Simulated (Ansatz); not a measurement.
GeS:
```yaml
crystal:
  lattice:
    - [10.19255, 0.00000, 0.00000]
    - [0.00000, 3.64210, 0.00000]
    - [0.00000, 0.00000, 4.09027]
  atoms:
    - { symbol: Ge, position: [0.11869, 0.25000, 0.11878] }
    - { symbol: Ge, position: [0.38131, 0.75000, 0.61878] }
    - { symbol: Ge, position: [0.88131, 0.75000, 0.88122] }
    - { symbol: Ge, position: [0.61869, 0.25000, 0.38122] }
    - { symbol: S, position: [0.85293, 0.25000, 0.49340] }
    - { symbol: S, position: [0.64707, 0.75000, 0.99340] }
    - { symbol: S, position: [0.14707, 0.75000, 0.50660] }
    - { symbol: S, position: [0.35293, 0.25000, 0.00660] }
```

Relaxed with LDA.

### Question
Map the valence electron density (e/Å³), cut off at 1 on the plane through (0.119, 0.250, 0.119) spanned by u = [1, 0, 0] and v = [0, 0, 1] in lattice vectors, from the program Ansatz at the LDA level (PAW).

### Answer
x is the fraction of u, y of v (the angle between them is 90°; rows are the nearest grid lines); atoms in the plane: Ge at (0.00, 0.00), Ge at (0.50, 0.26), S at (0.73, 0.37), S at (0.23, 0.89).
```
|@@@%==*@@@@@%=.   .::..           .-@@@@|
|@@@#=+%@@+#@@+:    ...            .-%@@@|
|@@@+=+%@% :@@+:                   .:*@@@|
|@@#=-=#@%:-@@+:                   .:=%@@|
|*+-::-*@@%@@%=.                    .:=**|
|-::..:=#@@@@*-.                     .:--|
|...  .:+#%%*=:             ....      ...|
|      .:=++=:.           ..:--:.        |
|       .::::.            .-=**=:.       |
|        ....      .... ..-+%@@#=:.      |
|                 .:--:..:=%@@@@#-.      |
|                .:=##=::-*@@*#@@=.      |
|               .:=@@@%=-=%@%.:@@+:      |
|               .:*@@@@*=+%@%.-@@+:      |
|...            .-%@@@@%=+#@@#%@@+:    ..|
|::..           .-%@@@@%==*@@@@@#=.  ..::|
|*+-..  ......  .:#@@@@*--=*%@@%+:. ..-+*|
|@@*-...::--:.. .:=@@@@=:.:-=++=-....-*@@|
|@@@=:::=+**+-:...:+@@+:....:-::.. .:+@@@|
|@@@#--=*@@@@+-. ..:==:.    ....   .-#@@@|
|@@@%==*@@@@@%=.   .::..           .-@@@@|
```
Scale: ten equal steps from 0.041 (start of ' ') to 1.00 (end of '@'), in the order ' .:-=+*#%@'; x runs from 0.000 to 1.00, y from 0.000 (bottom) to 1.00 (top).

The density is the valence pseudo-density with augmentation charge, so density and ELF within about 1 Å of a nucleus are not all-electron values.

Space group Pnma. The LDA relaxation kept the symmetry of its start. A crystal of weakly bound layers computed without a dispersion correction: the cell and the soft elastic constants depend strongly on that.

Potentials: the later of the program's two PAW sets.
